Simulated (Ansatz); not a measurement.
# Which state of MnIn$_{7}$As$_{8}$ comes out lowest in this cell?

We look at MnIn$_{7}$As$_{8}$: a cell of a measured crystal with one cation replaced (not relaxed), with 16 atoms per cell. One In of COD entry 1535065 is replaced by Mn, with no charge compensation. All atoms are displaced slightly at random. Forces or pressure are large, so the cell is far from its computed equilibrium.

```yaml
crystal:
  lattice:
    - [0.00000, 6.05800, 6.05800]
    - [6.05800, 0.00000, 6.05800]
    - [6.05800, 6.05800, 0.00000]
  atoms:
    - { symbol: As, position: [0.36379, 0.37286, 0.37724] }
    - { symbol: As, position: [0.37837, 0.38143, 0.86321] }
    - { symbol: As, position: [0.37456, 0.86749, 0.37673] }
    - { symbol: As, position: [0.38048, 0.87235, 0.87819] }
    - { symbol: As, position: [0.87026, 0.38282, 0.37177] }
    - { symbol: As, position: [0.87479, 0.37078, 0.87315] }
    - { symbol: As, position: [0.86852, 0.87696, 0.38097] }
    - { symbol: As, position: [0.86410, 0.87944, 0.87796] }
    - { symbol: In, position: [0.98783, 0.00812, 0.99391] }
    - { symbol: In, position: [0.99934, 0.99841, 0.49845] }
    - { symbol: In, position: [0.99467, 0.50354, 0.99932] }
    - { symbol: In, position: [0.99441, 0.50212, 0.50359] }
    - { symbol: In, position: [0.49799, 0.00348, 0.98971] }
    - { symbol: In, position: [0.49499, 0.99568, 0.50497] }
    - { symbol: Mn, position: [0.50313, 0.49915, 0.00148] }
    - { symbol: In, position: [0.50244, 0.49886, 0.49887] }
```

Site labels below count the atoms in this order, from 1.

Computed with DFT, PBE, PAW, plane waves, scalar-relativistic (Ansatz).

```yaml
Plane-wave_cutoff: 420 eV
k-point_mesh: 2×2×2 (Γ-centred)
Occupations: Fermi–Dirac smearing, 0.02 eV
```

The total moment includes the space between the atomic spheres.

With one magnetic atom in the cell its copies can only be parallel; orders in a larger cell may lie lower.

The order of the states may change once the cell relaxes. “Lowest” means lowest among the runs made in this cell.

Ends within 0.2 meV/atom and 0.1 μB count as one state.

Question: Which state comes out lowest among 7 converged runs with various starts and settings? Give the order, the site moments and the gap.

Answer: Spin-polarised, site moments Mn15 3.88 μB, total 3.82 μB per cell, no gap on the k-mesh.

Question: How much higher is the free energy without spin polarisation?

Answer: 125 meV/atom (2.00 eV per cell); the unpolarised solution has no gap on the mesh and a pressure of 1.8 GPa against 2.8 GPa.
